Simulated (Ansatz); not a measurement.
Sc (fcc (Cu type), Fm-3m) at seven volumes, plane-wave PAW r²SCAN (Ansatz code), scaled uniformly. One row is withheld.

```json
[
 {"V (Å³/atom)": "22.889", "P (GPa)": "5.55"},
 {"V (Å³/atom)": "23.644", "P (GPa)": "3.48"},
 {"V (Å³/atom)": "24.398", "P (GPa)": "1.64"},
 {"V (Å³/atom)": "25.153", "P (GPa)": "-0.01"},
 {"V (Å³/atom)": "25.907", "P (GPa)": "?"},
 {"V (Å³/atom)": "26.662", "P (GPa)": "-2.82"},
 {"V (Å³/atom)": "27.417", "P (GPa)": "-4.02"}
]
```

Problem. Fit the shown pressures and predict the withheld one.

Solution. Third-order Birch–Murnaghan: P = (3/2)B₀(x^(7/2) − x^(5/2))[1 + (3/4)(B′ − 4)(x − 1)] with x = (V₀/V)^(2/3). Least squares on the six rows gives V₀ = 25.146 Å³/atom, B₀ = 52.25 GPa, B′ = 2.66. At V = 25.907, x = 0.9803 and P = -1.50 GPa. The run itself gave -1.49 GPa.

The workflow started from a Materials Project entry (that database holds measured and hypothetical structures alike); the Crystallography Open Database files this formula in space group No. 225, but the cells were not matched. It is not the phase usual at ambient conditions (space group No. 194). The cell was relaxed with r²SCAN under the symmetry of its start; whether a distortion lowers the energy is not shown. The run is not spin-polarised.

Potentials: the earlier of the program's two PAW sets.
